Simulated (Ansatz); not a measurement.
TePb (rock salt, Fm-3m) at seven volumes, PBE in the plane-wave PAW code Ansatz, scaled uniformly. One row is withheld.

```csv
V (Å³/atom),P (GPa)
32.237,4.50
33.300,2.74
34.362,?
35.425,0.00
36.488,-1.06
37.551,-1.96
38.613,-2.73
```

Question: Fit the shown pressures and predict the withheld one.

Answer: P = (3/2)B₀(x^(7/2) − x^(5/2))[1 + (3/4)(B′ − 4)(x − 1)] with x = (V₀/V)^(2/3). Least squares on the six rows gives V₀ = 35.427 Å³/atom, B₀ = 38.5 GPa, B′ = 4.53. At V = 34.362, x = 1.0206 and P = 1.26 GPa. The run itself gave 1.26 GPa.

The PBE relaxation kept the symmetry of its start. Scalar-relativistic: spin–orbit coupling is off unless named, which matters more the heavier the elements.

Potentials: the later of the program's two PAW sets.
